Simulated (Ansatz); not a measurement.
Total density of states per atom from LDA in the plane-wave PAW code Ansatz, in 0.25 eV bins, energy from the valence-band maximum:

```json
[
 {"E (eV)": "-7.85", "states/eV/atom": "0.00"},
 {"E (eV)": "-7.60", "states/eV/atom": "0.00"},
 {"E (eV)": "-7.35", "states/eV/atom": "0.00"},
 {"E (eV)": "-7.10", "states/eV/atom": "0.02"},
 {"E (eV)": "-6.85", "states/eV/atom": "0.19"},
 {"E (eV)": "-6.60", "states/eV/atom": "0.39"},
 {"E (eV)": "-6.35", "states/eV/atom": "0.60"},
 {"E (eV)": "-6.10", "states/eV/atom": "0.59"},
 {"E (eV)": "-5.85", "states/eV/atom": "0.34"},
 {"E (eV)": "-5.60", "states/eV/atom": "0.33"},
 {"E (eV)": "-5.35", "states/eV/atom": "0.32"},
 {"E (eV)": "-5.10", "states/eV/atom": "0.26"},
 {"E (eV)": "-4.85", "states/eV/atom": "0.22"},
 {"E (eV)": "-4.60", "states/eV/atom": "0.21"},
 {"E (eV)": "-4.35", "states/eV/atom": "0.40"},
 {"E (eV)": "-4.10", "states/eV/atom": "0.31"},
 {"E (eV)": "-3.85", "states/eV/atom": "0.35"},
 {"E (eV)": "-3.60", "states/eV/atom": "0.38"},
 {"E (eV)": "-3.35", "states/eV/atom": "0.42"},
 {"E (eV)": "-3.10", "states/eV/atom": "0.45"},
 {"E (eV)": "-2.85", "states/eV/atom": "0.49"},
 {"E (eV)": "-2.60", "states/eV/atom": "0.54"},
 {"E (eV)": "-2.35", "states/eV/atom": "0.61"},
 {"E (eV)": "-2.10", "states/eV/atom": "0.63"},
 {"E (eV)": "-1.85", "states/eV/atom": "0.77"},
 {"E (eV)": "-1.60", "states/eV/atom": "0.92"},
 {"E (eV)": "-1.35", "states/eV/atom": "0.72"},
 {"E (eV)": "-1.10", "states/eV/atom": "0.56"},
 {"E (eV)": "-0.85", "states/eV/atom": "0.40"},
 {"E (eV)": "-0.60", "states/eV/atom": "0.29"},
 {"E (eV)": "-0.35", "states/eV/atom": "0.19"},
 {"E (eV)": "-0.10", "states/eV/atom": "0.07"},
 {"E (eV)": "0.15", "states/eV/atom": "0.00"},
 {"E (eV)": "0.40", "states/eV/atom": "0.00"},
 {"E (eV)": "0.65", "states/eV/atom": "0.00"},
 {"E (eV)": "0.90", "states/eV/atom": "0.00"},
 {"E (eV)": "1.15", "states/eV/atom": "0.00"},
 {"E (eV)": "1.40", "states/eV/atom": "0.00"},
 {"E (eV)": "1.65", "states/eV/atom": "0.00"},
 {"E (eV)": "1.90", "states/eV/atom": "0.00"},
 {"E (eV)": "2.15", "states/eV/atom": "0.00"},
 {"E (eV)": "2.40", "states/eV/atom": "0.00"},
 {"E (eV)": "2.65", "states/eV/atom": "0.01"},
 {"E (eV)": "2.90", "states/eV/atom": "0.01"},
 {"E (eV)": "3.15", "states/eV/atom": "0.02"},
 {"E (eV)": "3.40", "states/eV/atom": "0.02"},
 {"E (eV)": "3.65", "states/eV/atom": "0.03"},
 {"E (eV)": "3.90", "states/eV/atom": "0.05"},
 {"E (eV)": "4.15", "states/eV/atom": "0.08"},
 {"E (eV)": "4.40", "states/eV/atom": "0.21"},
 {"E (eV)": "4.65", "states/eV/atom": "0.35"},
 {"E (eV)": "4.90", "states/eV/atom": "0.40"},
 {"E (eV)": "5.15", "states/eV/atom": "0.46"},
 {"E (eV)": "5.40", "states/eV/atom": "0.53"},
 {"E (eV)": "5.65", "states/eV/atom": "0.49"},
 {"E (eV)": "5.90", "states/eV/atom": "0.41"},
 {"E (eV)": "6.15", "states/eV/atom": "0.38"},
 {"E (eV)": "6.40", "states/eV/atom": "0.33"},
 {"E (eV)": "6.65", "states/eV/atom": "0.22"},
 {"E (eV)": "6.90", "states/eV/atom": "0.22"}
]
```

**Question.** Pick the material that matches.
A. Nb, fcc (Cu type)
B. GaN, wurtzite
C. AgI, zinc blende
D. TiS, NiAs type

**Answer.** B, GaN, wurtzite. Top 1 eV of the valence band: N 2p 88 %, Ga 4p 7 %. Bottom 1 eV of the conduction band: N 2s 41 %, Ga 4s 33 %, N 2p 15 %, Ga 4p 9 %. Projections are on Löwdin-orthogonalised atomic valence shells; empty p or d shells of many metals are not among them.

Space group P6_3mc (wurtzite). The LDA relaxation kept the symmetry of its start; phonons on a q-mesh show no instability. Spin–orbit coupling is left out wherever it is not named.

Potentials: the later of the program's two PAW sets.
